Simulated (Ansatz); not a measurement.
Co in space group Fd-3m (No. 227; Co on 8a, Co on 16d) at seven volumes, PBEsol in the plane-wave PAW code Ansatz, scaled uniformly. One row is withheld.

```csv
V (Å³/atom),P (GPa)
10.005,23.85
10.335,15.05
10.665,7.02
10.995,0.00
11.324,-6.00
11.654,?
11.984,-15.56
```

Question: Fit the shown pressures and predict the withheld one.

Answer: P = (3/2)B₀(x^(7/2) − x^(5/2))[1 + (3/4)(B′ − 4)(x − 1)] with x = (V₀/V)^(2/3). Least squares on the six rows gives V₀ = 11.000 Å³/atom, B₀ = 213 GPa, B′ = 3.62. At V = 11.654, x = 0.9622 and P = -11.08 GPa. The run itself gave -11.15 GPa.

The workflow started from a Materials Project entry (that database holds measured and hypothetical structures alike); the Crystallography Open Database copy checked does not list it. It is not the phase usual at ambient conditions (space group No. 194). Symmetry was held in the PBEsol relaxation; its stability against distortions is not shown here. The final state is ferromagnetic, chosen from 4 collinear starts compared on coarse meshes (ties went to the first, and starts can fall back to one state), not a proven ground state.

Potentials: the later of the program's two PAW sets.
